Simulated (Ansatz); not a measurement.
# Two-dimensional strain map in HfN

Level of theory: DFT r2SCAN, scalar-relativistic, plane waves, PAW in Ansatz 0.2.0. The runs took a 500 eV cutoff, a Γ-centred 18×18×18 mesh and Gaussian smearing (0.15 eV). Spin–orbit coupling is left out, which can shift energies with elements as heavy as these. No spin polarisation. Energies are free energies at this smearing, counted from the undisturbed cell; pressure is positive in compression.

The starting cell (as given, not relaxed at this level; it stands at 1.4 GPa):

```
Hf N
1.0
     0.00000    2.25900    2.25900
     2.25900    0.00000    2.25900
     2.25900    2.25900    0.00000
Hf N
1 1
Direct
  0.00000 0.00000 0.00000
  0.50000 0.50000 0.50000
```

The cell is strained by p along both x and y and by q along z, fractional coordinates fixed. Points are written (p, q).

Energy above the undisturbed cell in meV/atom (a dash: not computed):

```csv
p \ q,-0.030,-0.015,0.000,0.015,0.030
-0.030,101.4,74.3,59.5,55.1,59.3
-0.015,49.4,–,15.7,–,22.8
0.000,25.4,6.8,0.0,3.1,14.7
0.015,25.5,–,–,–,–
0.030,46.2,–,36.7,–,66.8
```

Pressure in GPa:

```csv
p \ q,-0.030,-0.015,0.000,0.015,0.030
-0.030,33.3,27.3,22.0,17.5,13.5
-0.015,21.4,–,10.8,–,2.9
0.000,11.4,6.1,1.4,-2.6,-6.1
0.015,3.0,–,–,–,–
0.030,-4.1,–,-13.1,–,-19.8
```